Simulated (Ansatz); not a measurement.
Values for one crystal, relaxed and computed with LDA in the plane-wave PAW code Ansatz; other levels are named.

```yaml
volume_per_atom: 17.17 Å³
electronic_character: metallic (no gap)
zone_centre_stability: no imaginary mode at Γ
highest_zone_centre_frequency: 12.13 THz
Density of states at the Fermi level: 0.53 states/eV per atom (mean over ±0.08 eV)
Bulk modulus (Birch–Murnaghan fit): 114 GPa
Formation energy from the elements (no fitted shifts): -0.93 eV/atom
```

**Question.** Which compound is it?
A. TiSi2, Fddd (Ti on 8b, Si on 16f)
B. ScSi, Cmcm (Sc on 4c, Si on 4c)
C. Ca2F, R-3m (Ca on 6c, F on 3a)
D. Si2W, MoSi2 or CaC2 type

**Answer.** B, ScSi, Cmcm (Sc on 4c, Si on 4c)

The first step of the workflow began from a Materials Project structure, measured or hypothetical; the Crystallography Open Database copy checked does not list it. Its standing as an ambient phase is unchecked. Symmetry was held in the LDA relaxation. The run is not spin-polarised. As this level gives no gap, phonon frequencies hold no LO–TO term and depend on the k-mesh and smearing (Fermi–Dirac, 0.1 eV here). The references are the lowest solids computed at this level, not always the standard phases.

Potentials: the earlier of the program's two PAW sets. The files were generated under PBE; for other functionals the program regenerates the frozen cores, and for LDA and PBEsol the local potential too.
